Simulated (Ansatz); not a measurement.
ScPtN₂:
```xyz
4
Lattice="1.6196 0.9351 5.9728 -1.6196 0.9351 5.9728 0.0000 -1.8702 5.9728" Properties=species:S:1:pos:R:3 pbc="T T T"
Sc     0.0000     0.0000     8.9593
Pt     0.0000     0.0000     0.0000
N      0.0000     0.0000    16.0460
N      0.0000     0.0000     1.8725
```

Relaxed with r²SCAN. Special points in fractions of this cell's reciprocal vectors: Γ (0.000, 0.000, 0.000); T (0.500, 0.500, 0.500); H2 (0.817, 0.183, 0.500); H0 (0.500, -0.183, 0.183); L (0.500, 0.000, 0.000); S0 (0.342, -0.342, 0.000); S2 (0.658, 0.000, 0.342); F (0.500, 0.000, 0.500).

Q: List the band energies nearest the Fermi level at these points for r²SCAN with spin–orbit coupling in the plane-wave PAW code Ansatz.

A: In eV from the Fermi level; about four levels below and three above (degenerate sets whole), none deeper than 8.9 eV; points with the same levels are listed once.

| k | below | above |
|---|---|---|
| Γ | -0.67 -0.67 -0.61 -0.61 | 3.79 3.79 3.99 3.99 3.99 3.99 |
| T | -2.90 -2.90 -2.55 -2.55 | 1.24 1.24 1.51 1.51 |
| H2 | -1.93 -1.93 -0.59 -0.59 | 0.17 0.17 0.69 0.69 |
| L | -1.50 -1.50 -0.02 -0.02 | 0.73 0.73 1.01 1.01 |
| S0 | -1.90 -1.90 -0.63 -0.63 | 0.21 0.21 0.70 0.70 |
| F | -1.11 -1.11 -0.24 -0.24 | 0.72 0.72 3.55 3.55 |

Space group R-3m. The start of the workflow was typed in or built on a structure type; neither database checked (COD, Materials Project) lists it. Its standing as an ambient phase is unchecked. Symmetry was held in the r²SCAN relaxation; whether a distortion lowers the energy is not shown. The run is not spin-polarised. With an odd number of electrons in the cell and no spin polarisation, the count alone makes it a metal.

Potentials: the later of the program's two PAW sets.
